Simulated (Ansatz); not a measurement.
Formation energy of Zr$_{3}$Ag

```xyz
4
Lattice="4.2912 0.0000 0.0000 0.0000 4.2912 0.0000 0.0000 0.0000 4.3131" Properties=species:S:1:pos:R:3 pbc="T T T"
Zr    2.1456    2.1456    0.0000
Zr    0.0000    2.1456    2.1566
Zr    2.1456    0.0000    2.1566
Ag    0.0000    0.0000    0.0000
```

The cell comes from a relaxation on PAW files under the same functional, begun from a database entry that needn't be the ground state.

Computed with Ansatz 0.2.0; functional LDA, scalar-relativistic. Settings: a Γ-centred 8×8×9 k mesh, Fermi–Dirac smearing of 0.05 eV, no spin polarisation. Methods: LAPW: all electrons, basis error target 0.5 meV/atom; PAW: frozen-core files, cutoff 420 eV.

The elements are taken as Ag fcc, Zr hcp, each relaxed on PAW files under the same functional and computed by the same method as the compound; zero-point and thermal terms are left out.

The PAW files were made under PBE.

(1) Give the formation energy by each method, with the residual pressure at this cell and the LAPW gap.

(2) Give the LAPW value for one formula unit in kJ/mol.

Answers

(1) 

| method | ΔE(formation) (eV/atom) | P at this cell (GPa) | gap (eV) |
| --- | --- | --- | --- |
| LAPW | -0.030 | 0.04 | 0.00 |
| PAW | -0.030 | 0.02 | – |

(2) -0.030 eV/atom × 4 atoms × 96.485 kJ/(mol·eV) = -11.6 kJ/mol, at zero temperature and without zero-point motion.
